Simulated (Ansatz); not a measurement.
GaAs (zinc blende)

```xyz
2
Lattice="0.0000 2.8328 2.8328 2.8328 0.0000 2.8328 2.8328 2.8328 0.0000" Properties=species:S:1:pos:R:3 pbc="T T T"
As     4.2492     4.2492     4.2492
Ga     0.0000     0.0000     0.0000
```

The slice is a {110} plane (indices of the conventional cell) through the point (0.750, 0.750, 0.750) (fractional), spanned by u = [100] and v = [1 -1 -1] in vectors of this cell: u (4.01 Å) and v (5.67 Å, at 90° to u). It covers one period; positions are fractions (u, v).

All values below come from r2SCAN (plane waves to 500 eV, PAW, scalar-relativistic; Ansatz, an electronic-structure program). k mesh 10×10×10. These are valence fields of a PAW run, semicore shells included where kept as valence: close to a nucleus they are smooth pseudo fields. GaAs was relaxed with its symmetry unable to fall. The PAW data are Ansatz's earlier set.

**Question.** What is the ELF at the density minimum of the shortest As–Ga line in this plane (2.45 Å)?

**Answer.** 0.6.

**Question.** What is the valence density on the shortest As–Ga line in this plane (2.45 Å), at its minimum between the atoms?

**Answer.** 0.48 e/Å³.

**Question.** The ELF has a maximum in the middle third of the As–Ga line. Where, and how high?

**Answer.** 0.80, 1.1 Å from As.

**Question.** Sketch the valence electron density on this plane as a map.

**Answer.** 
```
|9999886655444433333333333333333333444455668899|
|8888776655444444333333333333333344444455667788|
|7766555544444444444444444444444444444444556666|
|5555444444444444444444555544444444444444444455|
|4444444444444444445566666666554444444444444444|
|4444444444444444556677888877665544444444444444|
|3333333333334444557788999988775544443333333333|
|2222333333334444557799999999775544443333333322|
|2222222222333344557788999988775544333322222222|
|1111222222333344556677888877665544333322222211|
|1111111122223333445566666666554433332222111111|
|0000111111222233334444555544443333222211111100|
|0000001111222222333344444444333322222211110000|
|0000000011112222223333333333332222221111000000|
|0000000000111122222222333322222222111100000000|
|0000000000111111222222222222222211111100000000|
|0000000000001111111122222222111111110000000000|
|0000000000000011111111111111111111000000000000|
|0000000000000000111111111111111100000000000000|
|0000000000000000000000000000000000000000000000|
|1111111111000000000000000000000000000011111111|
|1111111111110000000000000000000000001111111111|
|2222222211111100000000000000000000111111222222|
|2222222222111111000000000000000011111122222222|
|3333333322221111110000000000001111112222333333|
|4444333333222211110000000000001111222233333344|
|4444444433332222111100000000111122223333444444|
|5555444444333322221111111111112222333344444455|
|7766555544443322221111111111112222334444555566|
|8888775544443333222211111111222233334444557788|
|9999886655444433332222222222223333444455668899|
|9999887755444433332222222222223333444455778899|
```
Scale: ten equal steps from -1.82 (start of '0') to 1.67 (end of '9'), in the order '0123456789'. Values: log₁₀ of the valence density in e/Å³. The map has 23 points along u (two characters each, u = 0 at the left) and 32 along v (v = 0 in the bottom row). The scale is logarithmic, as a density can span decades between atoms and voids.
